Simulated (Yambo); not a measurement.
Consider the following.

```
KCdF3
1.0
    4.38209     0.00000     0.00000
    0.00000     4.38209     0.00000
    0.00000     0.00000     4.38209
F K Cd
3 1 1
Cartesian
  0.00000   2.19104   2.19104
  2.19104   0.00000   2.19104
  2.19104   2.19104   0.00000
  0.00000   0.00000   0.00000
  2.19104   2.19104   2.19104
```

Workflow: PBEsol (Quantum ESPRESSO, PseudoDojo norm-conserving, 102 Ry, with spin-orbit coupling), then G0W0 in Yambo (2×2×2 Γ-centred k mesh, bands 9 to 260 and a 7 Ry block in the screening, 260 bands in G with the Bruneval-Gonze terminator, plasmon pole fitted at 27.2 eV).

### Question
Give the PBEsol and G0W0 gaps between the band edges found on this mesh, and say where the edges lie.

### Answer
Edges: R → Γ. PBEsol: 2.99 eV; G0W0: 6.21 eV. Nearest settings tried, and what they do to the gap: 174 bands in W, 174 bands in G: +179 meV; 6 Ry block (171 vectors against 203): +5 meV. Not varied: mesh. So the settings aren't converged at that level. The k mesh is coarse. The cell is held in this high symmetry; tilts and polar distortions were not searched.

Geometry of the Materials Project entry, not relaxed at this level.

The structure is a Materials Project entry; no match was found in the copy of COD used, and its stability was not checked.
